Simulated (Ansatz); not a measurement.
Given:

Y₂GeRh₃:
```
CELL_PARAMETERS angstrom
      2.78563     1.60828     3.93955
     -2.78563     1.60828     3.93955
      0.00000    -3.21657     3.93955
ATOMIC_POSITIONS crystal
  Y  0.62949 0.62949 0.62949
  Y  0.37051 0.37051 0.37051
  Ge 0.00000 0.00000 0.00000
  Rh 0.00000 0.00000 0.50000
  Rh 0.50000 0.00000 0.00000
  Rh 0.00000 0.50000 0.00000
```

This is the r²SCAN-relaxed structure.

### Question
All from DFT-r²SCAN in the program Ansatz with PAW potentials, unless another level is named. Give the electronic character.

### Answer
metallic (no gap).

### Question
Give the formation energy from the elements (no fitted shifts).

### Answer
-0.94 eV/atom.

### Question
And the density of states at the Fermi level?

### Answer
0.56 states/eV per atom (mean over ±0.08 eV).

Space group R-3m. The first step of the workflow began from a Materials Project structure, measured or hypothetical; the Crystallography Open Database copy checked does not list it. Whether it is the stable phase at ambient conditions was not checked. The cell was relaxed with r²SCAN under the symmetry of its start; its stability against distortions is not shown here. No spin polarisation was allowed. The references are the lowest solids computed at this level, not always the standard phases. Spin–orbit coupling is left out wherever it is not named.

Potentials: the later of the program's two PAW sets.
